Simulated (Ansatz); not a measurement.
# Hf: 15 steps of 2.0 fs from 1200 K

All numbers below come from Ansatz 0.2.0, DFT, LDA, all-electron LAPW, scalar-relativistic.

Command: `ansatz run input.yaml --threads 2 --pin off --max-ram 4096MiB --backend cpu --events-out ev --progress --plain --runs-dir out` The run took 31 min on 2 threads of Arm Neoverse V1, with other jobs on the host, peak memory 1 GiB.

```yaml
crystal:
  lattice:
    - [0.0, 4.44, 4.44]
    - [4.44, 0.0, 4.44]
    - [2.22, 2.22, 0.0]
  atoms:
    - { symbol: Hf, position: [0.0, 0.0, 0.0] }
    - { symbol: Hf, position: [0.0, 0.5, 0.0] }
    - { symbol: Hf, position: [0.5, 0.0, 0.0] }
    - { symbol: Hf, position: [0.5, 0.5, 0.0] }
kpoints:
  mp_grid: { grid: [4, 4, 7] }
scf:
  occupations: { method: fermi_dirac, width: 0.08 }
hamiltonian:
  xc: lda
  pseudopotentials: { kind: all_electron, lapw: { basis_error: 0.001 } }
output:
  forces: true
  stress: true
md:
  timestep: 2.0
  n_steps: 15
  ensemble: nve
  temperature: 1200
  initial_velocities: maxwell_boltzmann
  seed: 993491
```

No spin–orbit coupling, which matters for the heavy atoms here.

The cell comes from COD entry 1534929, which wasn't checked; take it as a given geometry.

Each frame lists Cartesian positions (Å) and forces (eV/Å). Free energies count from the first step, -1640023.3744 eV.

Step 0 (t = 0.0 fs): E = 0.0 meV, T = 1200 K, conserved energy 0.0 meV

```
Hf    0.0000    0.0000    0.0000     0.000   0.000   0.000
Hf    2.2200    0.0000    2.2200     0.000   0.000   0.000
Hf    0.0000    2.2200    2.2200     0.000   0.000   0.000
Hf    2.2200    2.2200    4.4400     0.000   0.000   0.000
```

Step 1 (t = 2.0 fs): E = +0.3 meV, T = 1199 K, conserved energy 0.0 meV

```
Hf    0.0050   -0.0032    0.0040    -0.009   0.019  -0.009
Hf    2.2211    0.0014    2.2229    -0.006  -0.014  -0.001
Hf    0.0023    2.2252    2.2171    -0.011  -0.016   0.001
Hf    2.2117    2.2167    4.4359     0.025   0.012   0.010
```

Step 2 (t = 4.0 fs): E = +1.1 meV, T = 1197 K, conserved energy 0.0 meV

```
Hf    0.0099   -0.0065    0.0081    -0.018   0.038  -0.019
Hf    2.2222    0.0028    2.2259    -0.011  -0.029  -0.002
Hf    0.0045    2.2303    2.2143    -0.021  -0.032   0.001
Hf    2.2033    2.2133    4.4318     0.051   0.023   0.020
```

Step 3 (t = 6.0 fs): E = +2.6 meV, T = 1193 K, conserved energy 0.0 meV

```
Hf    0.0149   -0.0097    0.0121    -0.027   0.057  -0.028
Hf    2.2234    0.0042    2.2288    -0.017  -0.043  -0.004
Hf    0.0068    2.2355    2.2114    -0.032  -0.048   0.002
Hf    2.1950    2.2100    4.4277     0.076   0.035   0.030
```

Step 4 (t = 8.0 fs): E = +4.6 meV, T = 1188 K, conserved energy 0.0 meV

```
Hf    0.0199   -0.0129    0.0162    -0.037   0.075  -0.037
Hf    2.2245    0.0056    2.2317    -0.022  -0.058  -0.005
Hf    0.0090    2.2406    2.2085    -0.042  -0.065   0.002
Hf    2.1867    2.2066    4.4236     0.101   0.047   0.040
```

Step 5 (t = 10.0 fs): E = +7.2 meV, T = 1182 K, conserved energy 0.0 meV

```
Hf    0.0248   -0.0161    0.0202    -0.046   0.094  -0.047
Hf    2.2256    0.0070    2.2347    -0.028  -0.072  -0.007
Hf    0.0112    2.2458    2.2056    -0.053  -0.081   0.003
Hf    2.1784    2.2033    4.4195     0.127   0.058   0.050
```

Step 6 (t = 12.0 fs): E = +10.3 meV, T = 1173 K, conserved energy 0.0 meV

```
Hf    0.0298   -0.0192    0.0242    -0.055   0.113  -0.056
Hf    2.2267    0.0084    2.2376    -0.033  -0.086  -0.009
Hf    0.0134    2.2509    2.2028    -0.064  -0.097   0.003
Hf    2.1701    2.2000    4.4154     0.152   0.070   0.061
```

Step 7 (t = 14.0 fs): E = +14.0 meV, T = 1164 K, conserved energy 0.0 meV

```
Hf    0.0347   -0.0224    0.0282    -0.065   0.132  -0.065
Hf    2.2278    0.0097    2.2405    -0.038  -0.100  -0.011
Hf    0.0157    2.2560    2.1999    -0.075  -0.113   0.004
Hf    2.1619    2.1967    4.4113     0.177   0.082   0.072
```

Step 8 (t = 16.0 fs): E = +18.2 meV, T = 1153 K, conserved energy 0.0 meV

```
Hf    0.0396   -0.0255    0.0322    -0.074   0.150  -0.075
Hf    2.2289    0.0110    2.2434    -0.043  -0.115  -0.013
Hf    0.0178    2.2610    2.1970    -0.086  -0.129   0.004
Hf    2.1537    2.1934    4.4073     0.203   0.093   0.083
```

Step 9 (t = 18.0 fs): E = +23.0 meV, T = 1141 K, conserved energy 0.0 meV

```
Hf    0.0445   -0.0286    0.0362    -0.084   0.169  -0.084
Hf    2.2299    0.0123    2.2464    -0.048  -0.129  -0.016
Hf    0.0200    2.2661    2.1942    -0.097  -0.145   0.005
Hf    2.1455    2.1902    4.4033     0.229   0.105   0.095
```

Step 10 (t = 20.0 fs): E = +28.3 meV, T = 1127 K, conserved energy 0.0 meV

```
Hf    0.0494   -0.0316    0.0402    -0.094   0.188  -0.094
Hf    2.2310    0.0136    2.2493    -0.053  -0.144  -0.019
Hf    0.0222    2.2711    2.1913    -0.108  -0.161   0.005
Hf    2.1374    2.1869    4.3993     0.255   0.117   0.108
```

Step 11 (t = 22.0 fs): E = +34.3 meV, T = 1112 K, conserved energy 0.0 meV

```
Hf    0.0543   -0.0346    0.0441    -0.104   0.207  -0.104
Hf    2.2321    0.0149    2.2522    -0.057  -0.158  -0.022
Hf    0.0243    2.2760    2.1885    -0.119  -0.178   0.005
Hf    2.1294    2.1837    4.3953     0.281   0.129   0.121
```

Step 12 (t = 24.0 fs): E = +40.7 meV, T = 1095 K, conserved energy 0.0 meV

```
Hf    0.0591   -0.0376    0.0480    -0.114   0.226  -0.114
Hf    2.2331    0.0161    2.2551    -0.062  -0.173  -0.026
Hf    0.0264    2.2810    2.1856    -0.131  -0.194   0.005
Hf    2.1214    2.1805    4.3913     0.307   0.141   0.135
```

Step 13 (t = 26.0 fs): E = +47.6 meV, T = 1077 K, conserved energy 0.0 meV

```
Hf    0.0639   -0.0405    0.0519    -0.125   0.245  -0.124
Hf    2.2341    0.0172    2.2580    -0.066  -0.188  -0.030
Hf    0.0285    2.2859    2.1827    -0.143  -0.210   0.005
Hf    2.1135    2.1774    4.3874     0.334   0.153   0.149
```

Step 14 (t = 28.0 fs):

```
Hf    0.0687   -0.0433    0.0558
Hf    2.2352    0.0184    2.2609
Hf    0.0305    2.2907    2.1799
Hf    2.1056    2.1742    4.3835
```

Step 15 (t = 30.0 fs): E = +63.0 meV, T = 1038 K, conserved energy 0.0 meV

```
Hf    0.0735   -0.0461    0.0596    -0.146   0.283  -0.145
Hf    2.2362    0.0195    2.2638    -0.073  -0.218  -0.038
Hf    0.0325    2.2955    2.1770    -0.168  -0.242   0.004
Hf    2.0978    2.1712    4.3796     0.387   0.178   0.179
```

(1) Give the energy and forces of step 14.

(2) What is the mean temperature over the last 8 frames?

Answers

(1) E = +55.1 meV, T = 1058 K, conserved energy 0.0 meV
```
Hf    0.0687   -0.0433    0.0558    -0.135   0.264  -0.134
Hf    2.2352    0.0184    2.2609    -0.070  -0.203  -0.034
Hf    0.0305    2.2907    2.1799    -0.156  -0.226   0.005
Hf    2.1056    2.1742    4.3835     0.361   0.165   0.163
```

(2) 1100 K; so short a run of so small a cell isn't equilibrated.
